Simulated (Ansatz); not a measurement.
Given:

HfOs:
```xyz
2
Lattice="3.2241 0.0000 0.0000 0.0000 3.2241 0.0000 0.0000 0.0000 3.2241" Properties=species:S:1:pos:R:3 pbc="T T T"
Hf     0.0000     0.0000     0.0000
Os     1.6121     1.6121     1.6121
```

This is the PBEsol-relaxed structure.

Question: All from DFT-PBEsol in the program Ansatz with PAW potentials, unless another level is named. Estimate the formation energy from the elements (no fitted shifts).

Answer: -0.65 eV/atom.

Question: What about the density of states at the Fermi level?

Answer: 0.15 states/eV per atom (mean over ±0.08 eV).

Question: Next, the gap with spin–orbit coupling?

Answer: none (metallic).

Space group Pm-3m (CsCl type). The first step of the workflow began from a Materials Project structure, measured or hypothetical; the Crystallography Open Database files this formula in space group No. 221, but the cells were not matched. Whether it is the stable phase at ambient conditions was not checked. The PBEsol relaxation kept the symmetry of its start; of distortions, only those at the zone centre were tested. The run is not spin-polarised. The references are the lowest solids computed at this level, not always the standard phases. Scalar-relativistic: spin–orbit coupling is off unless named, which matters more the heavier the elements.

Potentials: the later of the program's two PAW sets.
